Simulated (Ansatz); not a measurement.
Cu Kα1 powder pattern (kinematic, no thermal factors).
```csv
2θ (°),relative intensity
13.68,7
14.69,21
20.12,20
25.58,100
27.55,55
29.11,58
29.62,2
31.36,5
32.76,5
37.95,35
39.53,3
40.89,2
42.02,5
44.59,2
45.09,74
47.34,2
48.86,3
49.70,68
52.11,2
52.56,12
53.66,45
54.58,9
54.88,2
56.84,3
58.92,3
60.36,8
62.49,1
63.32,1
69.34,23
71.47,1
71.70,9
73.40,7
78.43,7
78.86,17
82.87,1
83.23,11
86.63,25
89.74,10
```

The pattern is computed from a structure relaxed with Ansatz, DFT PBE, scalar-relativistic, plane waves, PAW. No spin polarisation. Its elements are Mg, S, Zn.

Task: Give the structure.

Result: Mg5ZnS6.
Space group P31m (No. 157). a = 6.960 Å, b = 6.960 Å, c = 6.470 Å, α = 90.00°, β = 90.00°, γ = 120.00°
```json
{"atom": "Mg", "site": "3c", "symmetry": "..m", "x": "0.0000", "y": "0.6698", "z": "0.0024"}
{"atom": "Mg", "site": "2b", "symmetry": "3..", "x": "0.3333", "y": "0.6667", "z": "0.5029"}
{"atom": "Zn", "site": "1a", "symmetry": "3.m", "x": "0.0000", "y": "0.0000", "z": "0.5042"}
{"atom": "S", "site": "3c", "symmetry": "..m", "x": "0.0000", "y": "0.6769", "z": "0.3847"}
{"atom": "S", "site": "2b", "symmetry": "3..", "x": "0.3333", "y": "0.6667", "z": "0.8843"}
{"atom": "S", "site": "1a", "symmetry": "3.m", "x": "0.0000", "y": "0.0000", "z": "0.8701"}
```

A pattern alone doesn't exclude other cells with like lines; this is the one computed.

The cell was found from a structure generator's guess, not taken from experiment.
